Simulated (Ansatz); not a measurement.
AlMo4S8:
```
AlMo4S8
1.0
    0.00000     4.83035     4.83035
    4.83035     0.00000     4.83035
    4.83035     4.83035     0.00000
Al S Mo
1 8 4
Direct
  0.00000   0.00000   0.00000
  0.36525   0.36525   0.90424
  0.36525   0.90424   0.36525
  0.90424   0.36525   0.36525
  0.36525   0.36525   0.36525
  0.86461   0.86461   0.40617
  0.86461   0.40617   0.86461
  0.40617   0.86461   0.86461
  0.86461   0.86461   0.86461
  0.60271   0.60271   0.19188
  0.60271   0.19188   0.60271
  0.19188   0.60271   0.60271
  0.60271   0.60271   0.60271
```

Relaxed with PBEsol. Special points in fractions of this cell's reciprocal vectors: Γ (0.000, 0.000, 0.000); X (0.500, 0.000, 0.500); U (0.625, 0.250, 0.625); K (0.375, 0.375, 0.750); L (0.500, 0.500, 0.500); W (0.500, 0.250, 0.750).

Question: List the band energies nearest the Fermi level at these points for DFT-PBEsol in the program Ansatz with PAW potentials.

Answer: In eV from the Fermi level; about four levels below and three above (degenerate sets whole), none deeper than 8.9 eV; points with the same levels are listed once.

```json
[
 {"k": "Γ", "below": "-1.21 -1.21 -1.21 -0.23 -0.23 -0.23", "above": "2.19 2.19 2.19"},
 {"k": "X", "below": "-1.73 -0.95 -0.82 -0.60", "above": "0.06 0.06 1.25"},
 {"k": "U", "below": "-0.98 -0.91 -0.45 -0.05", "above": "0.01 1.55 1.72"},
 {"k": "L", "below": "-1.07 -1.07 -0.16 -0.16 -0.11", "above": "1.64 1.91 1.91"},
 {"k": "W", "below": "-1.02 -0.89 -0.44 -0.10", "above": "0.02 1.70 1.81"}
]
```

Space group F-43m. The workflow started from an entry of the Crystallography Open Database (COD), which files this formula under 2 space groups. Whether it is the stable phase at ambient conditions was not checked. Symmetry was held in the PBEsol relaxation; its stability against distortions is not shown here. The run is not spin-polarised. With an odd number of electrons in the cell and no spin polarisation, the count alone makes it a metal. Spin–orbit coupling is left out wherever it is not named.

Potentials: the later of the program's two PAW sets.
